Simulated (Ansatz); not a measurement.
What strain does to KYSe₂ (ordering on rocksalt)

KYSe₂, ordered on the rocksalt lattice (P4/mmm) with 4 atoms a cell, relaxed with r2SCAN in the plane-wave code Ansatz. The symmetry is P4/mmm (No. 123, tetragonal); a = 4.320 Å, c = 5.868 Å in the conventional setting, 27.38 Å³ an atom. K is surrounded by 6 Se at 2.93–3.05 Å; Se is surrounded by 2 K at 2.93 Å and 4 Y at 3.05 Å; Y is surrounded by 6 Se at 2.93–3.05 Å; Se is surrounded by 2 Y at 2.93 Å and 4 K at 3.05 Å.

The axes x, y and z are those of this cell:
```yaml
crystal:
  lattice:
    - [4.31975, 0.00000, 0.00000]
    - [0.00000, 4.31975, 0.00000]
    - [0.00000, 0.00000, 5.86828]
  atoms:
    - { symbol: K, position: [0.00000, 0.00000, 0.00000] }
    - { symbol: Se, position: [0.00000, 0.00000, 0.50000] }
    - { symbol: Y, position: [0.50000, 0.50000, 0.50000] }
    - { symbol: Se, position: [0.50000, 0.50000, 0.00000] }
```

Unstrained: r2SCAN gives a direct gap of 0.489 eV at Γ. HSE06 gives a direct gap of 0.934 eV at Γ. Meshes: r2SCAN 6×6×4, HSE06 4×4×4. Strains are changes of length per length. After each strain the atoms were relaxed again with r2SCAN within the symmetry that the strain leaves, so tilts or polar shifts that break it weren't tested; points keep the names that they have in the unstrained zone. All values are calculated for a non-magnetic cell, which may be hypothetical.

Changes of the least gap in eV (an overlap counts as a negative gap):
```csv
strain,volume change (%),space group,r2SCAN,HSE06,"energy rise, r2SCAN (meV/atom)"
uniaxial -1.54 % along z,-1.5,P4/mmm,+0.101,+0.101,3.7
"biaxial +5.35 % in x and y, z held",+11.0,P4/mmm,+0.497,+0.512,53.6
```

Uniaxial -1.54 % along z, other directions held. HSE06: the gap goes from 0.934 to 1.035 eV (+0.101 eV); with r2SCAN the top three valence levels at Γ, grouped 2+1 from the top over 467 meV, become 2+1 over 355 meV. Stress change with r2SCAN, compression positive: xx +0.17, yy +0.17, zz +2.88 GPa.

Biaxial +5.35 % in x and y, z held. HSE06: the gap goes from 0.934 to 1.446 eV (+0.512 eV); with r2SCAN the top three valence levels at Γ, grouped 2+1 from the top over 467 meV, become 2+1 over 199 meV. Stress change with r2SCAN, compression positive: xx -5.02, yy -5.02, zz -1.11 GPa.

The runs are scalar-relativistic, without spin-orbit coupling.

The meshes of the hybrids are coarse, so their gaps aren't converged to the digits shown.

The splittings at Γ are without spin-orbit coupling, which regroups them where it is of like size or larger.
